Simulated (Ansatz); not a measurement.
Nb:
```
CELL_PARAMETERS angstrom
     -1.65118     1.65118     1.65118
      1.65118    -1.65118     1.65118
      1.65118     1.65118    -1.65118
ATOMIC_POSITIONS crystal
  Nb 0.00000 0.00000 0.00000
```

Relaxed with r²SCAN. Special points in fractions of this cell's reciprocal vectors: Γ (0.000, 0.000, 0.000); H (0.500, -0.500, 0.500); N (0.000, 0.000, 0.500); P (0.250, 0.250, 0.250).

Q: List the band energies nearest the Fermi level at these points for DFT-r²SCAN in the program Ansatz with PAW potentials.

A: In eV from the Fermi level; about four levels below and three above (degenerate sets whole), none deeper than 8.9 eV; … stands for higher levels left out; points with the same levels are listed once.

| k | below | above |
|---|---|---|
| Γ | -6.25 | 0.45 0.45 0.45 |
| H | -3.88 -3.88 | … |
| N | -3.89 -1.70 | 2.27 3.59 … |
| P | -1.17 -1.17 -1.17 | … |

Space group Im-3m (bcc (W type)). Symmetry was held in the r²SCAN relaxation. The run is not spin-polarised. Scalar-relativistic: spin–orbit coupling is off unless named, which matters more the heavier the elements.

Potentials: the earlier of the program's two PAW sets.
